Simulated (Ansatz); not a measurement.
Ti₃CuC₂:
```
CELL_PARAMETERS angstrom
      3.05367     0.00000     0.00000
     -1.52683     2.64455     0.00000
      0.00000     0.00000    17.85225
ATOMIC_POSITIONS crystal
  Ti 0.66667 0.33333 0.36529
  Ti 0.33333 0.66667 0.63471
  Ti 0.33333 0.66667 0.86529
  Ti 0.66667 0.33333 0.13471
  Ti 0.00000 0.00000 0.50000
  Ti 0.00000 0.00000 0.00000
  Cu 0.00000 0.00000 0.75000
  Cu 0.00000 0.00000 0.25000
  C  0.33333 0.66667 0.42742
  C  0.66667 0.33333 0.57258
  C  0.66667 0.33333 0.92742
  C  0.33333 0.66667 0.07258
```

Relaxed with r²SCAN.

**Question.** Map the electron localisation function on the plane through (0.667, 0.333, 0.365) spanned by u = [0, 0, 1] and v = [1, -1, 0] in lattice vectors, from plane-wave PAW r²SCAN (Ansatz code).

**Answer.** x is the fraction of u, y of v (the angle between them is 90°; rows are the nearest grid lines); atoms in the plane: Ti at (0.00, 0.00), Ti at (0.27, 0.67), Ti at (0.50, 0.67), Ti at (0.77, 0.00), Ti at (0.13, 0.33), Ti at (0.63, 0.33), Cu at (0.38, 0.33), Cu at (0.88, 0.33), C at (0.06, 0.67), C at (0.21, 0.00).
```
|6911238903973333333491197320496801331296|
|7911238915963332333392397220397801331197|
|9813327968941332232297795232298702331189|
|8626425999610232331079994255277402332058|
|1499832783451033320234862499830013333101|
|2899952441885023320771542699972123233202|
|6966962312988023311891232795795233223326|
|8912972203978013312991123890497333233338|
|8911973204968013312991123890397333233348|
|7944962203988023311991122793696333223337|
|6988931211898033321970111598995233223336|
|4999610120484132231630200189983342113424|
|3574276111002421124101117616743541112543|
|3341599212114311124412059932433631111453|
|4320789502246315314622078950334631531464|
|4320878602357319614732087860235731861474|
|4320878602357318514732087860235731851474|
|2220699413346313214633079940223631321452|
|1120388235335411115545249821201441112431|
|1011154178534411125468615401101132112311|
|8402102999843421134299971011068603223178|
|9801216968952332233397794121189802332199|
|7911238915963332233392396220397802331297|
|6911238903973333333491197320496801331296|
```
Scale: ten equal steps from 0.026 (start of '0') to 0.805 (end of '9'), in the order '0123456789'; x runs from 0.000 to 1.00, y from 0.000 (bottom) to 1.00 (top).

The density is the valence pseudo-density with augmentation charge, so density and ELF within about 1 Å of a nucleus are not all-electron values.

Space group P6_3/mmc. The start of the workflow was typed in or built on a structure type; neither database checked (COD, Materials Project) lists it. Its standing as an ambient phase is unchecked. The r²SCAN relaxation kept the symmetry of its start; its stability against distortions is not shown here. No spin polarisation was allowed.

Potentials: the earlier of the program's two PAW sets.
